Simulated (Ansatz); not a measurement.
This Al3VN4 structure is the end of a relaxation. The cell was found from a structure generator's guess, not taken from experiment.

Computed with DFT PBE, scalar-relativistic, plane waves, PAW (Ansatz 0.2.0). Cutoff 420 eV, Γ-centred mesh, Gaussian smearing, collinear spin.

```
Al V N
1.0
     2.91197   -4.13751    0.00000
     2.91197    4.13751    0.00000
     0.00000    0.00000    2.87814
Al V N
3 1 4
Cartesian
  1.4560 2.0688 1.4391
  1.4560 -2.0688 1.4391
  2.9120 0.0000 0.0000
  0.0000 0.0000 0.0000
  2.9120 -2.0293 0.0000
  4.3183 0.0000 1.4391
  1.5056 0.0000 1.4391
  2.9120 2.0293 0.0000
```

Formation energies are uncorrected and refer to the elements' standard structures at the same level (N₂ as a molecule).

(1) Find its symmetry and describe it.

(2) How far does it lie from the elements in energy?

(3) Is it a metal?

(4) Which magnetic moments does it keep?

Results:

(1) Cmmm (No. 65), with Al and V ordered on rock salt sites. Conventional cell: a = 5.824 Å, b = 8.275 Å, c = 2.878 Å. Around Al on a site of symmetry 2/m lie 6 N at 2.05–2.07 Å, 8 Al at 2.88–2.91 Å and 4 V at 2.91 Å; Al on a site of symmetry mmm has 6 N at 2.01–2.03 Å, 10 Al at 2.88–2.91 Å and 2 V at 2.91 Å; around V lie 6 N at 2.08–2.11 Å, 2 V at 2.88 Å and 10 Al at 2.91 Å; N on a site of symmetry m2m is surrounded by 5 Al at 2.03–2.05 Å and 1 V at 2.11 Å; 1 more site not described.

(2) −1.05 eV/atom. Whether it is stable depends on the other phases of the system, which aren't compared here.

(3) Yes, bands cross the Fermi level on the 8×8×14 mesh.

(4) 0.23 μB per atom net, the space between the atoms included; by site: V 1.3 μB.

The last run used collinear spin, an 8×8×14 mesh (in the run's order of axes) for its 8-atom cell and Gaussian smearing of 0.10 eV. Another magnetic order may lie lower. A later test with randomly moved atoms came back to the same energy, though modes that don't fit the test's cell weren't probed.
